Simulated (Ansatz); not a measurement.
An Ansatz input and the part of its output that reports the observables at the nuclei.

The cell is a structure deposited in the COD, relaxed with PBE at fixed cell and then changed (z compressed by 2 %, ions relaxed).

```yaml
crystal:
  lattice:
    - [3.14, 0.0, 0.0]
    - [-1.57, 2.7193197679, 0.0]
    - [0.0, 0.0, 12.2794]
  atoms:
    - { symbol: Mo, position: [0.3333333333, 0.6666666667, 0.25], spin: 2.0 }
    - { symbol: Mo, position: [0.6666666667, 0.3333333333, 0.75], spin: 2.0 }
    - { symbol: S, position: [0.3333333333, 0.6666666667, 0.6244606484] }
    - { symbol: S, position: [0.6666666667, 0.3333333333, 0.1244606484] }
    - { symbol: S, position: [0.3333333333, 0.6666666667, 0.8755393516] }
    - { symbol: S, position: [0.6666666667, 0.3333333333, 0.3755393516] }
magnetization:
  spin_polarized: true
kpoints:
  mp_grid: { grid: [16, 16, 4] }
scf:
  occupations: { method: fermi_dirac, width: 0.02 }
hamiltonian:
  xc: pbe
  pseudopotentials: { kind: paw }
output:
  forces: true
  stress: true
  populations: true
  efg:
    quadrupole_moments_barn: { Mo: -0.022, S: -0.0694 }
    contact_densities: true
  write_density: true
  write_potential: true
  elf: true
  volumetric_format: npy
relax:
  f_tol: 0.02
  max_steps: 60
```

```sh
ansatz run input.yaml --threads 1 --pin off --max-ram 3072MiB --backend cpu --events-out ev --progress --plain --runs-dir out
```

The run relaxes the ions first, and the block belongs to the relaxed positions.

Of the output, the block on the nuclei alone is shown; the set-up, the SCF iterations, energies, forces and stress are cut. One atom of each set with nearly equal values is shown.

```
--- PAW observables at the nuclei: V_zz in 10²¹ V/m², potentials from the cell's mean, atoms counted from 1 ---
  atom   1  Mo V_zz =    -7.253019   η = 0.0000   by run symmetry: allowed   C_q = +3.8583 MHz
            electrostatic potential = -6351.553148 V   contact ρ = 595255.152483 e/Å³   contact ρ_s (e/Å³): all electrons -0.000002, valence -0.000001
  atom   3  S  V_zz =    -5.117796   η = 0.0000   by run symmetry: allowed   C_q = +8.5881 MHz
            electrostatic potential = -1637.060520 V   contact ρ = 19771.441329 e/Å³   contact ρ_s (e/Å³): all electrons -0.000000, valence -0.000000
```

The relaxation (4 steps) took 36 s of wall time (36 s of CPU time) and 0.89 GiB at its peak, on 1 thread of AMD EPYC 9R45 (Zen 5) (x86_64; 16 cores open to the job, memory cap 3.0 GiB, no GPU), a shared host with a load of 0.2 a core.

Without spin–orbit coupling (the program notes it for Mo) the gradients can shift somewhat, as the gap is small. The start moments die out, and the run ends without spin.
